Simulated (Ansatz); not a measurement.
SiO2:
```
CELL_PARAMETERS angstrom
      4.18476     0.00000     0.00000
      0.00000     4.18476     0.00000
      0.00000     0.00000     2.66844
ATOMIC_POSITIONS crystal
  Si 0.50000 0.50000 0.50000
  Si 0.00000 0.00000 0.00000
  O  0.69390 0.69390 0.00000
  O  0.30610 0.30610 0.00000
  O  0.80610 0.19390 0.50000
  O  0.19390 0.80610 0.50000
```

Relaxed with r²SCAN.

Give the optical modes at the zone centre with their infrared and Raman activity from DFPT, the program Ansatz at the r²SCAN level (PAW).

Transverse frequencies, without the LO–TO term; a row sums one degenerate level.

```tsv
ω (cm⁻¹)	degeneracy	IR ((D/Å)²/amu)	Raman (Å⁴/amu)	activity	symmetry
232	1	0.00	0.12	Raman	B1g
390	1	0.00	0	silent	B1u
465	2	68.30	0	IR	Eu
576	2	3.91	0	IR	Eu
586	2	0.00	0.21	Raman	Eg
611	1	0.00	0	silent	A2g
655	1	51.45	0	IR	A2u
754	1	0.00	3.6	Raman	A1g
757	1	0.00	0	silent	B1u
830	2	22.96	0	IR	Eu
958	1	0.00	0.45	Raman	B2g
```

How high does the top mode go among those that the LO–TO term moves?

1045 cm⁻¹ for q along x, 1045 cm⁻¹ for q along y, 1061 cm⁻¹ for q along z.

Space group P4_2/mnm (rutile). This is a known high-pressure phase of the composition, computed here at zero pressure and temperature. Symmetry was held in the r²SCAN relaxation; phonons on a q-mesh show no instability.

Potentials: the earlier of the program's two PAW sets.
